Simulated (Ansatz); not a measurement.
ScCd:
```xyz
2
Lattice="3.5220 0.0000 0.0000 0.0000 3.5220 0.0000 0.0000 0.0000 3.5220" Properties=species:S:1:pos:R:3 pbc="T T T"
Sc     1.7610     1.7610     1.7610
Cd     0.0000     0.0000     0.0000
```

Relaxed with r²SCAN. Special points in fractions of this cell's reciprocal vectors: Γ (0.000, 0.000, 0.000); X (0.000, 0.500, 0.000); M (0.500, 0.500, 0.000); R (0.500, 0.500, 0.500).

List the band energies nearest the Fermi level at these points for the program Ansatz at the r²SCAN level (PAW).

In eV from the Fermi level; about four levels below and three above (degenerate sets whole), none deeper than 8.9 eV; points with the same levels are listed once.

```csv
k,below,above
Γ,-8.83 -8.83 -8.83 -7.81,0.22 0.22 2.58 2.58 2.58
X,-8.80 -4.53 -3.84,0.26 1.05 1.05
M,-8.55 -3.27 -1.01 -1.01,0.32 1.98 1.98
R,-8.53 -8.53 -1.64 -1.64 -1.64,1.44 3.22 3.22
```

Space group Pm-3m (CsCl type). The workflow started from a Materials Project entry (that database holds measured and hypothetical structures alike); the Crystallography Open Database copy checked does not list it. With Sc and Cd taken as one species the cell has the higher symmetry Im-3m, so it may be an ordered model of a mixed-site phase. Its standing as an ambient phase is unchecked. Symmetry was held in the r²SCAN relaxation; whether a distortion lowers the energy is not shown. The run is not spin-polarised. Spin–orbit coupling is left out wherever it is not named.

Potentials: the later of the program's two PAW sets.
